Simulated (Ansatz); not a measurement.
Data:

GePt:
```
CELL_PARAMETERS angstrom
      5.71619     0.00000     0.00000
     -2.85810     4.95037     0.00000
      0.00000     0.00000     3.98198
ATOMIC_POSITIONS crystal
  Pt 0.50000 0.00000 0.00000
  Pt 0.50000 0.50000 0.00000
  Pt 0.00000 0.50000 0.00000
  Ge 0.00000 0.00000 0.00000
  Ge 0.33333 0.66667 0.50000
  Ge 0.66667 0.33333 0.50000
```

This is the PBE-relaxed structure.

Q: All from PBE (plane waves, PAW; program Ansatz), unless another level is named. Estimate the electronic character.

A: metallic (no gap).

Q: Predict the density of states at the Fermi level.

A: 0.72 states/eV per atom (mean over ±0.08 eV).

Q: What about the formation energy from the elements (no fitted shifts)?

A: -0.12 eV/atom.

Space group P6/mmm. The cell is a constructed one: a structure type filled with these elements; neither database checked (COD, Materials Project) lists it. COD files the formula under space group No. 62, so this cell is another polymorph or a model. Whether it is the stable phase at ambient conditions was not checked. The cell keeps a stress of up to 0.2 GPa. The cell was relaxed with PBE under the symmetry of its start; whether a distortion lowers the energy is not shown. No spin polarisation was allowed. The references are the lowest solids computed at this level, not always the standard phases. Spin–orbit coupling is left out wherever it is not named.

Potentials: the later of the program's two PAW sets.
